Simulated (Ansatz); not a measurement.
# Stability of a relaxed cell of Cu3Pt

Atoms and cell were relaxed at zero pressure (-1.7 % in volume from the start). The relaxed cell:

```yaml
crystal:
  lattice:
    - [3.68313, 0.00000, 0.00000]
    - [0.00000, 3.68313, 0.00000]
    - [0.00000, 0.00000, 3.68313]
  atoms:
    - { symbol: Pt, position: [0.00000, 0.00000, 0.00000] }
    - { symbol: Cu, position: [0.00000, 0.50000, 0.50000] }
    - { symbol: Cu, position: [0.50000, 0.00000, 0.50000] }
    - { symbol: Cu, position: [0.50000, 0.50000, 0.00000] }
```

Space group Pm-3m (No. 221); conventional cell a = 3.683 Å, b = 3.683 Å, c = 3.683 Å, α = 90.00°, β = 90.00°, γ = 90.00°.

All energies were calculated with Ansatz 0.2.0 (r2SCAN; 500 eV; 8×8×8 Γ-centred mesh; fermi-dirac occupations of width 0.013 eV). Spin: none; no U, no spin-orbit coupling.

**Question.** What is its formation energy?

**Answer.** -0.158 eV an atom at 0 K against the elements' lowest computed crystals and the free molecules of gases, with no empirical correction.

**Question.** Does it lie on the convex hull?

**Answer.** Among the phases that we computed and relaxed alike, the lowest mixture with other formulas is 50 % Cu + 50 % CuPt (shares of atoms). The cell lies 66 meV an atom below it, so this formula doesn't split. No lower structure of the same formula is in the table beyond the error of 20 meV, so it is stable at this level.

The start was: a database entry at a slightly scaled volume.

Caveats: differences under 20 meV an atom lie within the error of meshes and cutoff; no moments were allowed, so a magnetic state may lie lower; the relaxation keeps the start's symmetry, so a distorted cell may lie lower; no spin-orbit coupling, which can move compounds of heavy elements by tens of meV.
